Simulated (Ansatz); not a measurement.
# MgPd: pressure against volume

MgPd, Pm-3m, a = 3.153 Å. The structure is a COD entry; whether it is the stable form wasn't checked. Ansatz: r2SCAN, PAW, 500 eV, Γ-centred 14×14×14 mesh on 2 atoms, Gaussian smearing 0.10 eV; no spin polarisation. Symmetry fixes shape and atoms, so the cell is only scaled; pressure is positive in compression.

```tsv
V (Å³/atom)	P (GPa)
13.796	17.86
14.266	?
14.736	7.42
15.207	3.39
15.677	0.00
16.147	-2.87
16.617	-5.28
17.245	-7.92
```

**Question.** Take V0 = 15.677 Å³/atom, fit the third-order Birch–Murnaghan form to the other rows, and predict the missing pressure.

**Answer.** With the Eulerian strain f = ½[(V0/V)^(2/3) − 1] and y = P/[3f(1 + 2f)^(5/2)], the form is the line y = B0 + 1.5 B0 (B0′ − 4) f. Rows (f, y): 0.04447, 108.2; 0.02107, 105.9; 0.01025, 104.8; -0.00975, 103.1; -0.01904, 101.9; -0.03079, 100.5. Means f = 0.002702, y = 104.07; Σ(Δf)² = 0.003888, ΣΔfΔy = 0.3905; the slope is their ratio. y = 103.8 + 100.4 f GPa, so B0 = 103.8 GPa and B0′ = 4 + 2 × (100.4)/(3 × 103.8) = 4.64. At V = 14.266, f = 0.03245, y = 107.06 and P = 12.20 GPa. The run gave 12.19 GPa, so the fit is 0.01 GPa too high, within twice the rms miss on the fitted rows (0.009 GPa).